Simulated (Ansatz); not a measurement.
Piezoelectric tensor of Zn4SeS3

The calculation used DFT PBE, scalar-relativistic, plane waves, PAW (Ansatz 0.2.0). Settings: 420 eV plane-wave cutoff, Γ-centred 8×8×8 mesh, fixed occupations. No spin polarisation.

The cell, relaxed at this level:
```xyz
8
Lattice="-2.7580 2.7580 5.5128 2.7580 -2.7580 5.5128 2.7580 2.7580 -5.5128" Properties=species:S:1:pos:R:3 pbc="T T T"
Zn    1.4239   -1.4239    6.9269
Zn    1.3341    1.3341   -1.4140
Zn   -1.4239    1.4239    6.9269
Zn    1.4239    1.4239    4.0988
Se    0.0000    0.0000    5.5128
S     0.0000    2.7580    2.7564
S     2.7580    0.0000    2.7564
S     0.0000    0.0000    0.0000
```

The structure comes from a generated guess, relaxed at this level; another structure or a mixture of phases may lie lower.

(1) Give the relaxed-ion proper piezoelectric stress tensor e_iJ (C/m², Voigt columns xx yy zz yz xz xy).

(2) With the elastic constants (GPa, Voigt order)
C11 = 92.2, C12 = 52.8, C13 = 52.8, C22 = 92.2, C23 = 52.8, C33 = 92.1, C44 = 43.5, C55 = 43.5, C66 = 43.4 GPa; the others vanish.
find the strain coefficients d = e·C⁻¹ (pC/N).

Answers

(1)
```
x   0.000 0.000 0.000 0.006 0.000 0.000
y   0.000 0.000 0.000 0.000 0.006 0.000
z   0.000 0.000 0.000 0.000 0.000 0.003
```
Signs follow the orientation of the cell as given.

(2)
```
x   0.00 0.00 0.00 0.13 0.00 0.00
y   0.00 0.00 0.00 0.00 0.13 0.00
z   0.00 0.00 0.00 0.00 0.00 0.06
```
